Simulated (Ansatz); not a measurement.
YInAu in space group P-62m (No. 189; Y on 3g, In on 3f, Au on 1b, Au on 2c), PBE (plane waves, PAW; program Ansatz), all energies at zero smearing, with the estimated change up to a 700 eV cutoff added, with one set of potentials and settings (totals compare only within such a set). Cell of 9 atoms (3 Y, 3 In, 3 Au): -67794.514 eV.

```json
[
 {"element": "Y", "reference phase": "P6_3/mmc, 2 atoms in the cell", "E (eV/atom)": "-3848.6668"},
 {"element": "In", "reference phase": "I4/mmm, 1 atoms in the cell", "E (eV/atom)": "-5597.8481"},
 {"element": "Au", "reference phase": "Fm-3m, 1 atoms in the cell", "E (eV/atom)": "-13149.3277"}
]
```

Formation energy per atom, worked out: (-67794.514 − 3×(-3848.6668) − 3×(-5597.8481) − 3×(-13149.3277))/9 = -0.776 eV/atom (-75 kJ per mol of atoms), at 0 K, without zero-point energy or fitted corrections.

The first step of the workflow began from a Materials Project structure, measured or hypothetical; the Crystallography Open Database files this formula in space group No. 189, but the cells were not matched. Its standing as an ambient phase is unchecked. The cell keeps a stress of up to 0.3 GPa. The cell was relaxed with PBE under the symmetry of its start; its stability against distortions is not shown here. The run is not spin-polarised. The references are the lowest solids computed at this level, not always the standard phases. Spin–orbit coupling is left out wherever it is not named.

Potentials: the later of the program's two PAW sets.
